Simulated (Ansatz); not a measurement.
MoTe$_{2}$ (2H-MoS2 type, space group P6_3/mmc)

```
CELL_PARAMETERS angstrom
      3.54193     0.00000     0.00000
     -1.77097     3.06740     0.00000
      0.00000     0.00000    14.18201
ATOMIC_POSITIONS crystal
  Mo 0.33333 0.66667 0.75000
  Mo 0.66667 0.33333 0.25000
  Te 0.33333 0.66667 0.12347
  Te 0.66667 0.33333 0.62347
  Te 0.66667 0.33333 0.87653
  Te 0.33333 0.66667 0.37653
```

In this cell atom 1 (Mo, nearest neighbour Te at 2.721 Å; its periodic images, 3.5 Å or more away, move with it) is moved by s along Cartesian x, unit vector (1.000, 0.000, 0.000); all other atoms and the cell stay fixed.

Level of theory: r2SCAN+rVV10 (plane waves to 500 eV, PAW, scalar-relativistic; Ansatz, a first-principles code). k mesh 9×9×2 (Γ-centred), Fermi-Dirac smearing 0.05 eV. The energy includes the smearing's −TS. As the smearing reaches across the gap at some points, energies and forces of such displacements shift with the k mesh and the smearing. MoTe2 is run without spin polarisation. MoTe2 was relaxed with its symmetry unable to fall. Spin-orbit coupling is left out, though Te is heavy. The PAW data are Ansatz's earlier set. ΔE is measured from the undisplaced structure.

Successive frames, forces in eV/Å:

| frame | ΔE (eV/cell) | F on Mo1 | F on Mo2 | F on Te3 | F on Te4 | F on Te5 | F on Te6 |
|---|---|---|---|---|---|---|---|
| s = -0.540 Å | 1.947 | (6.505, 1.721, 0.000) | (-0.024, 0.002, 0.000) | (-0.022, -0.006, -0.001) | (-3.218, -0.856, -2.371) | (-3.218, -0.856, 2.371) | (-0.022, -0.006, 0.001) |
| s = -0.432 Å | 1.289 | (5.621, 1.043, 0.000) | (-0.020, 0.001, 0.000) | (-0.018, -0.004, -0.001) | (-2.782, -0.518, -1.537) | (-2.782, -0.518, 1.537) | (-0.018, -0.004, 0.001) |
| s = -0.324 Å | 0.743 | (4.448, 0.559, 0.000) | (-0.015, 0.001, 0.000) | (-0.014, -0.003, -0.001) | (-2.202, -0.278, -0.874) | (-2.202, -0.278, 0.874) | (-0.014, -0.003, 0.001) |
| s = -0.216 Å | 0.336 | (3.068, 0.240, 0.000) | (-0.010, 0.000, 0.000) | (-0.010, -0.001, -0.001) | (-1.520, -0.119, -0.391) | (-1.520, -0.119, 0.391) | (-0.010, -0.001, 0.001) |

Q: What are the energy and the forces in the next frame, s = -0.108 Å?

A: ΔE (eV/cell) = 0.085.

| atom | Fx | Fy | Fz |
|---|---|---|---|
| Mo1 | 1.563 | 0.059 | 0.000 |
| Mo2 | -0.005 | 0.000 | 0.000 |
| Te3 | -0.005 | 0.000 | 0.000 |
| Te4 | -0.774 | -0.029 | -0.098 |
| Te5 | -0.774 | -0.029 | 0.098 |
| Te6 | -0.005 | 0.000 | 0.000 |

(For displaced atoms, the force is minus the slope of the energy, and its curvature is a force constant, which sets phonon frequencies.)
